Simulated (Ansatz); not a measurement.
CuCl:
```
CuCl
1.0
    0.00000     2.71160     2.71160
    2.71160     0.00000     2.71160
    2.71160     2.71160     0.00000
Cu Cl
1 1
Cartesian
  0.00000   0.00000   0.00000
  4.06740   4.06740   4.06740
```

Relaxed with DFT-PBE in the program Ansatz with PAW potentials. Indices refer to the conventional cell of F-43m, a = b = c = 5.4232 Å, α = β = γ = 90.00°.

**Question.** Simulate the powder diffraction pattern (Cu Kα, λ = 1.54184 Å; lines above 1 %) up to 2θ = 90°.

**Answer.** Simulated powder pattern, Cu Kα, λ = 1.54184 Å (kinematic, ideal powder, no thermal factors, no anomalous dispersion; the 30 strongest lines at most, above 1 %, up to 2θ = 90°):

```tsv
2θ (°)	d (Å)	I/Imax (%)	hkl
28.51	3.131	100	(111)
33.03	2.712	9.2	(200)
47.41	1.917	61	(220)
56.26	1.635	39	(311)
59.00	1.566	2.5	(222)
69.31	1.356	8.9	(400)
76.58	1.244	15	(331)
78.95	1.213	2.7	(420)
88.28	1.107	18	(422)
```

The PBE relaxation kept the symmetry of its start. The run is not spin-polarised.

Potentials: the earlier of the program's two PAW sets.
